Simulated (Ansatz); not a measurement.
Geometry optimisation in Ansatz: input, command and trajectory.

```yaml
crystal:
  lattice:
    - [0.0, 2.96575, 2.96575]
    - [2.96575, 0.0, 2.96575]
    - [2.96575, 2.96575, 0.0]
  atoms:
    - { symbol: Pb, position: [0.0, 0.0, 0.0] }
    - { symbol: S, position: [0.5, 0.5, 0.5] }
basis:
  ecutwfc: 420
kpoints:
  mp_grid: { grid: [10, 10, 10] }
hamiltonian:
  xc: pbe
  dispersion: d3bj
scf:
  occupations: { method: gaussian, width: 0.02 }
output:
  forces: true
  stress: true
  eigenvalues: true
  write_density: true
  write_potential: true
  elf: true
  volumetric_format: npy
relax:
  adjacent_minimum: "off"
  f_tol: 0.005
  max_steps: 80
  cell: { stress_tol: 0.05 }
```

```bash
ansatz run input.yaml --threads 2 --pin off --max-ram 5120MiB --backend cpu --events-out ev --progress --plain --runs-dir out
```

All numbers below come from DFT PBE+D3(BJ), scalar-relativistic, plane waves, PAW (Ansatz).

Of 3 frames 3 are shown, positions in Å and forces in eV/Å; the SCF threshold varies from step to step. Steps run on the plane waves of an earlier cell, with a Pulay correction in the pressure. The basis is chosen afresh for the last frame, the zero of the energies, and at times for earlier ones too; energy and pressure step there, also at an unchanged geometry.

```xyz
2
Lattice="0.0000 2.9657 2.9657 2.9657 0.0000 2.9657 2.9657 2.9657 0.0000" Properties=species:S:1:pos:R:3:forces:R:3 pbc="T T T" step=1 free_energy_over_end_meV_per_atom=0.01 pressure_GPa=0.08
Pb    0.0000    0.0000    0.0000    0.0000    0.0000    0.0000
S     2.9657    2.9657    2.9657    0.0000    0.0000    0.0000
2
Lattice="0.0000 2.9679 2.9679 2.9679 0.0000 2.9679 2.9679 2.9679 0.0000" Properties=species:S:1:pos:R:3:forces:R:3 pbc="T T T" step=2 free_energy_over_end_meV_per_atom=0.01 pressure_GPa=-0.05
Pb    0.0000    0.0000    0.0000    0.0000    0.0000    0.0000
S     2.9679    2.9679    2.9679    0.0000    0.0000    0.0000
2
Lattice="0.0000 2.9679 2.9679 2.9679 0.0000 2.9679 2.9679 2.9679 0.0000" Properties=species:S:1:pos:R:3:forces:R:3 pbc="T T T" step=3 free_energy_over_end_meV_per_atom=0.00 pressure_GPa=-0.05
Pb    0.0000    0.0000    0.0000    0.0000    0.0000    0.0000
S     2.9679    2.9679    2.9679    0.0000    0.0000    0.0000
```

It took 3.2 s on 2 threads of Arm Neoverse V2 (shared host), peak memory 0.35 GiB.

Spin–orbit coupling is left out, which can shift energies with elements as heavy as these. An atom lies near a switch of its D3 coefficient C6 between reference coordination numbers, so the dispersion energy changes steeply there and can make or shift the minimum.